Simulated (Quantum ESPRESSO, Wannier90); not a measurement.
## Pt (fcc (Cu type)), plane waves to Wannier functions

```
CELL_PARAMETERS angstrom
      0.00000     1.97158     1.97158
      1.97158     0.00000     1.97158
      1.97158     1.97158     0.00000
ATOMIC_POSITIONS crystal
  Pt 0.00000 0.00000 0.00000
```

Materials Project entry mp-126; symmetrised, unrelaxed at this level. This is the element's usual structure. Level: PBEsol, no spin polarisation, no spin-orbit coupling; pw.x of Quantum ESPRESSO at 68 Ry with PseudoDojo potentials, 12×12×12 k-points, Wannier90. Density: 18×18×18 mesh, cold smearing 0.01 Ry. Spin-orbit coupling is left out although heavy elements are present.

Base run: 9 functions from bands 5-21 of the 21 computed, start hydrogen-like Pt: s;p;d, frozen window up to 1.50 eV relative to the Fermi level, outer window open. One setting was then changed (edges relative to the Fermi level; misfit to pw.x on a path, for states up to 1.0 eV relative to the Fermi level).

| run | Ω_I (Å²) | rms misfit (meV) | worst (meV) |
|---|---|---|---|
| base | 7.75 | 2.7 | 33 |
| changed | 7.41 | 656 | 2432 |

Q: Which change was made?
A. frozen window to 1.00 eV
B. no frozen window
C. outer window to 27.34 eV
D. frozen window to 3.50 eV
E. frozen window to -0.50 eV

A: B, no frozen window. The others give:

| run | Ω_I (Å²) | rms misfit (meV) | worst (meV) |
|---|---|---|---|
| frozen window to 1.00 eV | 7.74 | 3.0 | 42 |
| frozen window to -0.50 eV | 7.73 | 8.9 | 108 |
| frozen window to 3.50 eV | 7.79 | 1.5 | 10 |
| outer window to 27.34 eV | 11.21 | 6.5 | 37 |
